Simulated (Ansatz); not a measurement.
The relaxed structure here is a generated cell of ZnCu: the first start was made by a random draw of sites in a space group, and the end was not matched to a known phase here, so it may be hypothetical. Known forms of ZnCu include space group No. 221.

The end point of a relaxation of ZnCu. Space group Immm (No. 71). Computed with PBEsol (plane waves to 420 eV, PAW, scalar-relativistic; Ansatz, an electronic-structure program).

```xyz
2
Lattice="-1.2621 2.1478 2.4962 1.2621 -2.1478 2.4962 1.2621 2.1478 -2.4962" Properties=species:S:1:pos:R:3 pbc="T T T"
Cu     1.2621     0.0000     0.0000
Zn     0.0000     2.1478     0.0000
```

| Property | Result |
|---|---|
| Volume per atom | 13.53 Å³ |
| Band gap | no gap (metallic) |
| Shortest distances | Cu–Zn 2.49 Å; Cu–Cu 2.52 Å; Zn–Zn 2.52 Å |
| k-mesh | 21×21×21 |

Band energies at high-symmetry points (eV from the Fermi level; labels of this space group; no spin-orbit coupling), from −5 eV up to 1.2 eV:

```tsv
point	energies
Γ	-3.88 -3.25 -2.81 -2.52 -2.49
X	-4.06 -3.31 -2.81 -2.48 -2.43 -1.95 -0.82
F2	-4.13 -3.94 -3.57 -3.05 -2.86 0.52 1.18
Σ0	-4.13 -3.94 -3.57 -3.05 -2.86 0.52 1.18
Y0	-4.19 -3.45 -2.69 -2.50 -2.47 -2.43 -0.79
U0	-4.19 -3.45 -2.69 -2.50 -2.47 -2.43 -0.79
R	-4.57 -4.05 -3.35 -2.92 -2.81 -1.57 -0.05
W	-3.96 -3.80 -3.16 -3.05 -2.50 -0.18 0.31
```

No spin polarisation in the result.

The run could not lose the symmetry of its start: the end is stationary, and may be a saddle point rather than a minimum.

All atoms sit on sites fixed by symmetry, so only the cell could relax.
